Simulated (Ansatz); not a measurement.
Ag (simple hexagonal, P6/mmm) under volume change, DFT-PBE in the program Ansatz with PAW potentials, shape and atoms relaxed at each volume.

```json
[
 {"V (Å³/atom)": "17.689", "E − E(relaxed) (meV/atom)": "45.3", "P (GPa)": "9.23"},
 {"V (Å³/atom)": "18.273", "E − E(relaxed) (meV/atom)": "18.7", "P (GPa)": "5.50"},
 {"V (Å³/atom)": "18.856", "E − E(relaxed) (meV/atom)": "4.3", "P (GPa)": "2.47"},
 {"V (Å³/atom)": "19.439", "E − E(relaxed) (meV/atom)": "0.0", "P (GPa)": "-0.01"},
 {"V (Å³/atom)": "20.022", "E − E(relaxed) (meV/atom)": "3.8", "P (GPa)": "-2.03"},
 {"V (Å³/atom)": "20.605", "E − E(relaxed) (meV/atom)": "14.3", "P (GPa)": "-3.67"},
 {"V (Å³/atom)": "21.188", "E − E(relaxed) (meV/atom)": "30.2", "P (GPa)": "-5.01"}
]
```

Question: What does a third-order Birch–Murnaghan fit give for V₀, B₀ and B′?

Answer: V₀ = 19.44 Å³/atom, B₀ = 74.6 GPa, B′ = 5.8.

The start of the workflow was typed in or built on a structure type; neither database checked (COD, Materials Project) lists it. It is not the phase usual at ambient conditions (space group No. 225). The cell was relaxed with PBE under the symmetry of its start; whether a distortion lowers the energy is not shown. No spin polarisation was allowed.

Potentials: the later of the program's two PAW sets.
